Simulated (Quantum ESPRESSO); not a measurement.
# Al4O4FN: convergence and cost over cutoff and k mesh

Simulated, not a measurement. The program is pw.x of Quantum ESPRESSO 7.5 (plane-wave density functional theory). The cell is made up: 10 atoms on a corundum lattice, with randomly drawn elements, strain and displacements, not relaxed. PseudoDojo standard norm-conserving files (v0.5 for PBE, v0.4.1 for LDA and PBEsol) set the functional; there is no spin polarisation, spin-orbit coupling or dispersion term, and the masses in the input are unused placeholders.

Input of the run in row 4:

```
&control calculation='scf', pseudo_dir='./dojo.nc.sr.pbe.v0_5.standard.upf', outdir='./o', disk_io='low', tprnfor=.true., tstress=.true. /
&system ibrav=0, nat=10, ntyp=4, nbnd=30, ecutwfc=84.00895049, nosym=.true., tot_charge=0,
 occupations='smearing', smearing='fd', degauss=0.0018374661
/
&electrons conv_thr=7.350e-09, electron_maxstep=60, /
ATOMIC_SPECIES
Al 1.0 Al.upf
F 1.0 F.upf
N 1.0 N.upf
O 1.0 O.upf
CELL_PARAMETERS angstrom
2.3694 1.368 4.3087
-2.3694 1.368 4.3087
0.0 -2.736 4.3087
ATOMIC_POSITIONS angstrom
Al 0.0288 -0.0336 4.5623
Al 0.0835 0.1619 1.946
Al 0.0209 0.0303 8.4873
Al 0.0148 -0.0169 10.929
O -0.8361 1.2506 7.6455
O -0.7074 -1.4679 7.5681
O 1.6439 0.1336 7.4679
F 0.8735 -1.5084 5.1089
N 0.6093 1.3997 5.3956
O -1.6017 -0.1009 5.3662
K_POINTS automatic
6 6 6 1 1 1
```

The same cell was run at these settings. Meshes are shifted by half a step, and differences are from the last row, which is itself not exact.

```
cutoff (eV)     k mesh  k points solved  threshold (eV)  free energy less the last row's (eV)  pressure (GPa)  largest stress difference (GPa)  largest force difference (eV/Å)  iterations  wall time (s)  k-point pools                  processor
        800  2 x 2 x 2                4           1e-04                                 0.948           10.47                            12.53                            0.044           7              9              4  Intel Xeon, 2023 or later
       1143  1 x 1 x 1                1           1e-07                                -2.037           17.65                             7.32                            0.600          12             14              4  Intel Xeon, 2023 or later
        678  6 x 6 x 6              108           1e-07                                 4.054          -15.73                            38.64                            0.072          12             63              4  Intel Xeon, 2023 or later
       1143  6 x 6 x 6              108           1e-07                                 0.003           22.75                             0.01                            0.000          12            136              4  Intel Xeon, 2023 or later
       1437  8 x 8 x 8              256           1e-07                                 0.000           22.75                             0.00                            0.000          12            469              4  Intel Xeon, 2023 or later
```

Each pool is one process. Wall times include start-up and a band step at six k points, which weighs most on the coarsest meshes. The runs were on shared virtual cores whose load varied, so times are rough.